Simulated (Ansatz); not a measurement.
## Lattice vibrations of Ti3AlB3 at Γ

The calculation used DFT PBE, scalar-relativistic, plane waves, PAW in Ansatz. Cutoff 420 eV, 12×12×2 k-points (Γ-centred), Gaussian smearing of 0.10 eV. No spin polarisation. Phonons by linear response, acoustic sum rule imposed.

Relaxed structure:
```
Ti Al B
1.0
     3.01139    0.00000    0.00000
    -1.50569    2.60794    0.00000
     0.00000    0.00000   21.01738
Ti Al B
6 2 6
Direct
  0.66667 0.33333 0.44766
  0.33333 0.66667 0.55234
  0.00000 0.00000 0.07747
  0.00000 0.00000 0.92253
  0.00000 0.00000 0.77140
  0.00000 0.00000 0.22860
  0.66667 0.33333 0.66289
  0.33333 0.66667 0.33711
  0.66667 0.33333 0.84566
  0.33333 0.66667 0.84505
  0.33333 0.66667 0.99989
  0.66667 0.33333 0.00011
  0.33333 0.66667 0.15434
  0.66667 0.33333 0.15495
```

The cell was found from a proposed guess, not taken from experiment. In a metal, frequencies depend on the k mesh and the smearing, soft modes most.

Problem. Is this structure stable against zone-centre distortions?

Solution. Yes, at Γ: no optical mode is imaginary. Strains and other wave vectors aren't tested by this run.

Problem. List the optical modes at Γ (i marks imaginary ones).

Solution.
```
frequency (THz)  degeneracy
           1.50           2
           2.78           2
           3.59           2
           3.61           1
           4.40           1
           4.67           2
           5.19           2
           6.58           2
           7.60           1
           7.61           1
           8.36           2
           9.46           1
           9.67           1
          10.38           1
          13.35           2
          14.62           2
          15.14           2
          15.38           1
          15.70           1
          15.90           1
          16.99           1
          17.56           1
          18.41           1
          27.71           2
          27.81           2
          27.83           2
```
